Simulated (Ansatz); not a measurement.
Relaxed-ion elastic tensor of Li2Se (anti-fluorite, Fm-3m) in GPa (Voigt order), LDA in the plane-wave PAW code Ansatz; density 3.08 g/cm³, 16.67 Å³ per atom.

|  | 1 | 2 | 3 | 4 | 5 | 6 |
|---|---|---|---|---|---|---|
| 1 | 73.9 | 20.9 | 20.9 | 0.0 | 0.0 | 0.0 |
| 2 | 20.9 | 73.9 | 20.9 | 0.0 | 0.0 | 0.0 |
| 3 | 20.9 | 20.9 | 73.9 | 0.0 | 0.0 | 0.0 |
| 4 | 0.0 | 0.0 | 0.0 | 31.3 | 0.0 | 0.0 |
| 5 | 0.0 | 0.0 | 0.0 | 0.0 | 31.3 | 0.0 |
| 6 | 0.0 | 0.0 | 0.0 | 0.0 | 0.0 | 31.3 |

**Question.** Is the crystal mechanically stable?

**Answer.** Yes: the smallest eigenvalue of C is 31.3 GPa.

**Question.** Work out the Voigt, Reuss and Hill averages.

**Answer.** K_V = 38.5, K_R = 38.5, K_H = 38.5; G_V = 29.4, G_R = 29.2, G_H = 29.3 GPa.

**Question.** Give Young's modulus, Poisson's ratio, Pugh's ratio and the universal anisotropy index.

**Answer.** E = 9KG/(3K + G) = 70.1 GPa; ν = 0.20; K/G = 1.32 (brittle by the Pugh limit of 1.75); A_U = 5G_V/G_R + K_V/K_R − 6 = 0.03.

**Question.** Estimate the sound speeds and the Debye temperature.

**Answer.** v_l = √((K + 4G/3)/ρ) = 5020 m/s, v_t = √(G/ρ) = 3080 m/s, mean 3400 m/s; Θ = (h/k)(3n/4πV)^(1/3) v_m = 396 K.

**Question.** Give the Zener ratio and Young's modulus along [100], [110] and [111].

**Answer.** A = 2C44/(C11 − C12) = 1.18; 1/E = S11 − 2(S11 − S12 − S44/2)Γ with Γ = 0, 1/4, 1/3 gives 64.7, 71.3, 73.8 GPa.

**Question.** Solve the Christoffel equation for the three sound speeds along [100], [110], [111].

**Answer.** Eigenvalues of C_ijkl n_j n_l equal ρv². In km/s, slowest first: [100] 3.18, 3.18, 4.90; [110] 2.93, 3.18, 5.05; [111] 3.02, 3.02, 5.10.

The LDA relaxation kept the symmetry of its start; phonons on a q-mesh show no instability.

Potentials: the later of the program's two PAW sets.
